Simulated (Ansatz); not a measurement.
LiNbO₃:
```
LiNbO3
1.0
    2.59218     1.49660     4.56316
   -2.59218     1.49660     4.56316
    0.00000    -2.99319     4.56316
Li Nb O
2 2 6
Direct
  0.75000   0.75000   0.75000
  0.25000   0.25000   0.25000
  0.00000   0.00000   0.00000
  0.50000   0.50000   0.50000
  0.62840   0.87160   0.25000
  0.37160   0.12840   0.75000
  0.25000   0.62840   0.87160
  0.75000   0.37160   0.12840
  0.87160   0.25000   0.62840
  0.12840   0.75000   0.37160
```

This is the r²SCAN-relaxed structure. Tensor components refer to the Cartesian frame of this cell.

**Question.** All from the program Ansatz at the r²SCAN level (PAW), unless another level is named. Estimate the Debye temperature from the elastic constants.

**Answer.** 707 K.

**Question.** And the highest zone-centre frequency (without LO–TO term)?

**Answer.** 883 cm⁻¹.

**Question.** Next, the elastic constants (relaxed ions, GPa)?

**Answer.** C11 = 294, C12 = 72.7, C13 = 104, C14 = -32.7, C33 = 283, C44 = 113.

Space group R-3c. The workflow started from a Materials Project entry (that database holds measured and hypothetical structures alike); the Crystallography Open Database files this formula in space group No. 167, but the cells were not matched. It is not the phase usual at ambient conditions (space group No. 161). The cell was relaxed with r²SCAN under the symmetry of its start. At this level the phase is dynamically unstable (imaginary phonons). The run is not spin-polarised.

Potentials: the earlier of the program's two PAW sets.
